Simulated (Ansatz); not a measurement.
Al$_{2}$Pt, in the lowest of the structures calculated here: Fm-3m (No. 225), cF12; a = 5.946 Å, b = 5.946 Å, c = 5.946 Å, α = 90.00°, β = 90.00°, γ = 90.00°; Al 8c (0.250, 0.250, 0.250); Pt 4a (0.000, 0.000, 0.000). All values below come from PBE (plane waves to 420 eV, PAW, scalar-relativistic; Ansatz, a first-principles code). Element references, the lowest calculated here: Pt (Fm-3m), Al (Fm-3m).

### Question
Estimate the formation energy of this Fm-3m form of Al2Pt from the elements that PBE returns for this input.

### Answer
-0.88 eV/atom.

Static energies, no anion corrections, no zero-point energy. Values are rounded to 0.01 eV/atom. Spin-orbit coupling is missing from these energies, which matters for elements this heavy. The compounds carry no spin polarisation.
